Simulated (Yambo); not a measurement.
G0W0@PBE for GaP (zinc blende, space group F-43m, No. 216) in Yambo. Reference settings: 4×4×4 Γ-centred k mesh, bands 5 to 180 and a 15 Ry block in the screening, 180 bands in G with the Bruneval-Gonze terminator, plasmon pole fitted at 27.2 eV. The PBE gap Γ → X on this mesh is 1.64 eV; G0W0 gaps are taken between the same points.

```csv
change from the reference,G0W0 gap Γ → X (eV),shift of the valence edge (eV)
reference settings,2.32,-0.80
6×6×6 mesh,2.33,-0.81
"136 bands in W, 136 bands in G, 9 Ry block",2.28,-0.74
63 bands in G,2.32,-0.81
"94 bands in W, 94 bands in G, 3 Ry block",2.07,-0.46
"63 bands in W, 63 bands in G, 6 Ry block",2.18,-0.53
"38 bands in W, 38 bands in G, 9 Ry block",…,-0.42
pole fitted at 40 eV,2.35,-0.88
```

Estimate the withheld gaps from the other rows; the computed values follow.


- 38 bands in W, 38 bands in G, 9 Ry block, G0W0 gap Γ → X (eV): 2.22

The reference isn't shown to be the converged limit. The mesh misses a band edge: along a dense path the PBE gap is 1.59 eV against 1.64 eV on the mesh.

Spin-orbit coupling is not included.

Geometry relaxed with PBEsol; primitive cell a = 3.847 Å, b = 3.847 Å, c = 3.847 Å, α = 60.00°, β = 60.00°, γ = 60.00°.

A shift is the quasiparticle energy of the state minus its PBE energy.

The potentials are those of PseudoDojo's stringent table.
